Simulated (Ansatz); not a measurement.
Relaxed candidate structures of Ga$_{2}$O$_{3}$:

A. C2/m (No. 12), mS20; a = 12.2782 Å, b = 3.0474 Å, c = 5.8102 Å, α = γ = 90.00°, β = 103.72°; Ga 4i (0.090, 0.000, 0.795); Ga 4i (0.159, 0.500, 0.314); O 4i (0.165, 0.000, 0.109); O 4i (0.173, 0.000, 0.563); O 4i (0.496, 0.000, 0.256)

B. R-3c, hexagonal axes (No. 167), hR10, corundum type; a = b = 5.0008 Å, c = 13.4497 Å, α = β = 90.00°, γ = 120.00°; Ga 12c (0.000, 0.000, 0.144); O 18e (0.303, 0.303, 0.750)

### Question
Order them by energy per atom (lowest first) at the level PBEsol (plane waves to 420 eV, PAW, scalar-relativistic; Ansatz, a first-principles code).

### Answer
A (reference, the lowest among the structures calculated here), B (+0.007 eV/atom)

### Question
Give each candidate's band gap.

### Answer
No candidate is metallic. A: 2.22 eV (no spin-orbit coupling); B: 2.70 eV (no spin-orbit coupling).

Each run could gain symmetry but not lose that of its start, so entries can be saddle points.  Energies are at zero temperature and pressure, without zero-point motion. Each cell has its own k-point mesh; energy differences are given only to the digits this allows. No spin polarisation in the result. Gaps of cells over 8 atoms come from the SCF mesh and high-symmetry points alone.
